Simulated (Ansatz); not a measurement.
# Settings and field gradients in AlN with Ge replacing Al

Cell: a supercell of AlN (wurtzite type, P6_3mc) built from a structure deposited in the COD (the entry's cell lengths or inner coordinates differ somewhat from later room-temperature determinations), with all atoms left at the host's positions.

```xyz
48
Lattice="9.3390 0.0000 0.0000 -3.1130 5.3919 0.0000 0.0000 0.0000 9.9620" Properties=species:S:1:pos:R:3 pbc="T T T"
Ge    0.0000    1.7973    0.0000
Al    0.0000    1.7973    4.9810
Al   -1.5565    4.4932    0.0000
Al   -1.5565    4.4932    4.9810
Al    3.1130    1.7973    0.0000
Al    3.1130    1.7973    4.9810
Al    1.5565    4.4932    0.0000
Al    1.5565    4.4932    4.9810
Al    6.2260    1.7973    0.0000
Al    6.2260    1.7973    4.9810
Al    4.6695    4.4932    0.0000
Al    4.6695    4.4932    4.9810
Al    1.5565    0.8986    2.4905
Al    1.5565    0.8986    7.4715
Al    0.0000    3.5946    2.4905
Al    0.0000    3.5946    7.4715
Al    4.6695    0.8986    2.4905
Al    4.6695    0.8986    7.4715
Al    3.1130    3.5946    2.4905
Al    3.1130    3.5946    7.4715
Al    7.7825    0.8986    2.4905
Al    7.7825    0.8986    7.4715
Al    6.2260    3.5946    2.4905
Al    6.2260    3.5946    7.4715
N     0.0000    1.7973    1.8928
N     0.0000    1.7973    6.8738
N    -1.5565    4.4932    1.8928
N    -1.5565    4.4932    6.8738
N     3.1130    1.7973    1.8928
N     3.1130    1.7973    6.8738
N     1.5565    4.4932    1.8928
N     1.5565    4.4932    6.8738
N     6.2260    1.7973    1.8928
N     6.2260    1.7973    6.8738
N     4.6695    4.4932    1.8928
N     4.6695    4.4932    6.8738
N     1.5565    0.8986    4.3833
N     1.5565    0.8986    9.3643
N     0.0000    3.5946    4.3833
N     0.0000    3.5946    9.3643
N     4.6695    0.8986    4.3833
N     4.6695    0.8986    9.3643
N     3.1130    3.5946    4.3833
N     3.1130    3.5946    9.3643
N     7.7825    0.8986    4.3833
N     7.7825    0.8986    9.3643
N     6.2260    3.5946    4.3833
N     6.2260    3.5946    9.3643
```

Atom numbers follow the list; atoms alike are taken as one site, whose name carries the number of the first.

Reference run. Computed with Ansatz: DFT, PBE, plane waves and PAW, scalar-relativistic, collinear spin, 420 eV cutoff, Γ-centred 3×4×2 k-points, Fermi–Dirac smearing 0.01 eV. Start moments as typed (μB): 1 on each Ge, none on the rest.

It gives V_zz (10²¹ V/m²) Ge 0.86 (η 0.35), N38 3.18 (η 0.03), Al22 0.60 (η 0.02), among others. Each of these runs changes the input as listed (caps on SCF iterations aside):

A. basis.ecutrho_ratio: not typed → 6
B. scf.max_iter: not typed → 2

Q: How does each run end, and how far do the gradients move?

A: 

```
run  Ge V_zz (η)  N38 V_zz (η)  Al22 V_zz (η)  largest change of a gradient tensor, all atoms           note
  A  0.86 (0.35)   3.18 (0.03)    0.60 (0.03)                                            0.00      converged
  B            –             –              –                                               –  not converged
```

Run A, the only one that finished, moves no gradient tensor by more than 0.01. Run B holds a cap of too few SCF iterations.

On the reference run: The defect repeats with the cell of 48 atoms, so it feels its images: sites between two images don't show the values beside a lone defect, and zeros or small values of η there can come from the images' arrangement. Al and N carry a gradient in the pure host already, so the values there aren't the defect's effect alone. The defect cell has no gap above 0.1 eV on its mesh, so the values can hang on the smearing and the k-mesh. The cell keeps the host's lattice, where the PBE pressure is 6 GPa. The start moments die out, and the run ends without spin. The neighbours have not yet relaxed around the defect (largest force 0.86 eV/Å), so a real crystal will differ.
